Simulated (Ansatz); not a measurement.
Cs$_{2}$NbCuSe$_{4}$ in space group Fddd (No. 70; Cs on 16g, Nb on 8b, Cu on 8a, Se on 32h), DFT-LDA in the program Ansatz with PAW potentials, all energies at zero smearing, with the estimated change up to a 700 eV cutoff added, with one set of potentials and settings (totals compare only within such a set). Cell of 16 atoms (4 Cs, 2 Nb, 2 Cu, 8 Se): -87097.782 eV.

```
element                reference phase  E (eV/atom)
-------  -----------------------------  -----------
Cs       P6_3/mmc, 2 atoms in the cell   -5504.8697
Nb          Im-3m, 1 atoms in the cell   -4442.5966
Cu          Fm-3m, 1 atoms in the cell   -6555.7242
Se         P3_121, 3 atoms in the cell   -5383.2604
```

Formation energy per atom, worked out: (-87097.782 − 4×(-5504.8697) − 2×(-4442.5966) − 2×(-6555.7242) − 8×(-5383.2604))/16 = -0.974 eV/atom (-94 kJ per mol of atoms), at 0 K, without zero-point energy or fitted corrections.

The first step of the workflow began from a Materials Project structure, measured or hypothetical; the Crystallography Open Database files this formula in space group No. 70, but the cells were not matched. Its standing as an ambient phase is unchecked. The cell was relaxed with LDA under the symmetry of its start; its stability against distortions is not shown here. No spin polarisation was allowed. The references are the lowest solids computed at this level, not always the standard phases. Scalar-relativistic: spin–orbit coupling is off unless named, which matters more the heavier the elements.

Potentials: the later of the program's two PAW sets.
